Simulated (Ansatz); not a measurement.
Rb₂TiCl₆ (space group Fm-3m)

Space group Fm-3m (No. 225); a = b = c = 9.904 Å, α = β = γ = 90.00°

```tsv
atom	site	symmetry	x	y	z
Rb	8c	-43m	0.2500	0.2500	0.2500
Ti	4a	m-3m	0.0000	0.0000	0.0000
Cl	24e	4m.m	0.0000	0.0000	0.2360
```
(The calculation used a cell of 9 atoms; values per cell refer to that cell.)

Equation-of-state scan: isotropic scaling of the cell above, V₀ being its volume. The atoms relax within the cell's symmetry.

Method: PBEsol (plane waves to 420 eV, PAW, scalar-relativistic; Ansatz, a program for electronic structure). k mesh 6×6×6 (Γ-centred), Fermi-Dirac smearing 0.05 eV. E stands for the smeared free energy. Rb2TiCl6 is run without spin polarisation. Rb2TiCl6 was relaxed with its symmetry unable to fall. ΔE is measured from the relaxed starting cell.

| V (Å³/atom) | ΔE (kJ/mol of atoms) |
|---|---|
| 25.363 | … |
| 25.633 | 0.31 |
| 25.903 | 0.20 |
| 26.172 | 0.11 |
| 26.442 | 0.05 |
| 26.712 | 0.01 |
| 26.982 | 0.00 |
| 27.252 | 0.01 |
| 27.522 | 0.04 |
| 27.791 | 0.09 |
| 28.061 | 0.15 |
| 28.331 | 0.23 |
| 28.601 | 0.33 |

What belongs in the gaps?


- 25.363, ΔE (kJ/mol of atoms): 0.46

(Under strain, the slope of the energy per volume gives the stress and its curvature an elastic modulus.)
